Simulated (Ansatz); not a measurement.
## Data sheet: TlCl$_{3}$ (DFT)

TlCl$_{3}$:
```
CELL_PARAMETERS angstrom
      3.25228     5.62080     0.00000
     -3.25228     5.62080     0.00000
     -2.10202     0.00000     5.72036
ATOMIC_POSITIONS crystal
  Tl 0.16645 0.16645 0.00000
  Tl 0.83355 0.83355 0.00000
  Cl 0.58267 0.07164 0.25530
  Cl 0.41733 0.92836 0.74470
  Cl 0.07164 0.58267 0.74470
  Cl 0.92836 0.41733 0.25530
  Cl 0.23292 0.76708 0.26156
  Cl 0.76708 0.23292 0.73844
```

Space group C2/m (No. 12); conventional cell a = 6.505 Å, b = 11.242 Å, c = 6.094 Å, α = γ = 90.00°, β = 110.18°.

Method: the program Ansatz at the LDA level (PAW). Structure relaxed to zero pressure with the same functional. Other levels are named where they apply.

**Cell and energy**

| Quantity | Result |
|---|---|
| Volume per atom | 26.14 Å³ |
| Density | 4.93 g/cm³ |
| Formation energy from the elements (no fitted shifts) | -0.65 eV/atom |

**Electronic structure**

| Quantity | Result |
|---|---|
| Band gap | 2.01 eV (indirect) |
| Valence-band maximum | off the standard path, at k = (-0.031, 0.495, 0.146) in fractions of the reciprocal vectors |
| Conduction-band minimum | at Γ |
| Smallest direct gap on the standard path | 2.05 eV |
| Electron effective mass | 0.35, 0.44, 0.44 mₑ (principal values) |
| Electron effective mass with spin–orbit coupling | 0.35, 0.45, 0.45 mₑ (principal values) |
| Hole effective mass | 0.65, 3.1, 19 mₑ (principal values) |
| Hole effective mass with spin–orbit coupling | 1.7, 1.9, 11 mₑ (principal values) |
| HSE06 gap on the LDA cell | 3.37 eV |
| Gap with spin–orbit coupling | 2.02 eV |

**Mechanics**

| Item | Value |
|---|---|
| Bulk modulus (Birch–Murnaghan fit) | 14.7 GPa |
| Pressure derivative B′ | 8.8 |
| Elastic constants (relaxed ions, GPa) | C11 = 28.3, C22 = 30.3, C33 = 23.3, C12 = 15.5, C13 = 6.7, C23 = 7.4, C44 = 6.7, C55 = 6.3, C66 = 6.6, C15 = 0.7, C25 = -2.0, C35 = -0.9, C46 = -1.6 |
| Mechanical stability | stable (all eigenvalues of C positive) |
| Hill bulk and shear moduli | 15.3 and 7.1 GPa |
| Young's modulus | 18.4 GPa |
| Poisson's ratio | 0.30 |
| Debye temperature from the elastic constants | 134 K |

**Dielectric response**

| Item | Result |
|---|---|
| Electronic dielectric constant ε∞ (DFPT) | 4.45 (xx), 4.49 (yy), 3.96 (zz) |
| Born charges (a third of the trace) | Tl +3.29, Cl -1.10 to -1.09 e |

**Charges**

| Item | Value |
|---|---|
| Bader charges | Tl +1.22, Cl -0.41 to -0.40 e |

The first step of the workflow began from a Materials Project structure, measured or hypothetical; the Crystallography Open Database copy checked does not list it. Its standing as an ambient phase is unchecked. The cell was relaxed with LDA under the symmetry of its start; whether a distortion lowers the energy is not shown. A crystal of weakly bound layers computed without a dispersion correction: the cell and the soft elastic constants depend strongly on that. The references are the lowest solids computed at this level, not always the standard phases (solids in place of the gases). Spin–orbit coupling is left out wherever it is not named.

Potentials: the later of the program's two PAW sets.
